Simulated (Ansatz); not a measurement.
Zr₃Ga₅ in space group Cmcm (No. 63; Pearson symbol oS32), r²SCAN in the plane-wave PAW code Ansatz, all energies at zero smearing, with the estimated change up to a 700 eV cutoff added, with one set of potentials and settings (totals compare only within such a set). Cell of 16 atoms (6 Zr, 10 Ga): -63083.691 eV.

| element | reference phase | E (eV/atom) |
|---|---|---|
| Zr | P6_3/mmc, 2 atoms in the cell | -4195.0260 |
| Ga | Cmce, 4 atoms in the cell | -3790.2689 |

Formation energy per atom, worked out: (-63083.691 − 6×(-4195.0260) − 10×(-3790.2689))/16 = -0.678 eV/atom (-65 kJ per mol of atoms), at 0 K, without zero-point energy or fitted corrections.

The workflow started from a Materials Project entry (that database holds measured and hypothetical structures alike); the Crystallography Open Database copy checked does not list it. Whether it is the stable phase at ambient conditions was not checked. The r²SCAN relaxation kept the symmetry of its start; its stability against distortions is not shown here. The run is not spin-polarised. The references are the lowest solids computed at this level, not always the standard phases.

Potentials: the later of the program's two PAW sets.
